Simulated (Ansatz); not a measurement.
The end point of a relaxation of TiAl. Method: PBEsol (plane waves to 420 eV, PAW, scalar-relativistic; Ansatz, an electronic-structure program).

```
CELL_PARAMETERS angstrom
      2.79729     0.00000     0.00000
      0.00000     2.79729     0.00000
      0.00000     0.00000     4.03230
ATOMIC_POSITIONS crystal
  Al 0.50000 0.50000 0.50000
  Ti 0.00000 0.00000 0.00000
```

**Question.** Find the space group and the Wyckoff positions (tolerance 0.01 Å).

**Answer.** Space group P4/mmm (No. 123); a = b = 2.7973 Å, c = 4.0323 Å, α = β = γ = 90.00°

```tsv
atom	site	symmetry	x	y	z
Al	1d	4/mmm	0.5000	0.5000	0.5000
Ti	1a	4/mmm	0.0000	0.0000	0.0000
```

This is the AFLOW prototype AB_tP2_123_a_d (L1_0, as in CuAu).

**Question.** Give the shortest distances between elements (the closest pairs, up to four, under 3.6 Å).

**Answer.** Al–Al 2.80 Å; Ti–Ti 2.80 Å; Al–Ti 2.82 Å.

```yaml
volume_per_atom: 15.78 Å³
band_gap: zero (metallic)
```

No spin polarisation in the result.

The run could not lose the symmetry of its start; a randomly shaken copy of 2 atoms returns to this structure.

All atoms sit on sites fixed by symmetry, so only the cell could relax.
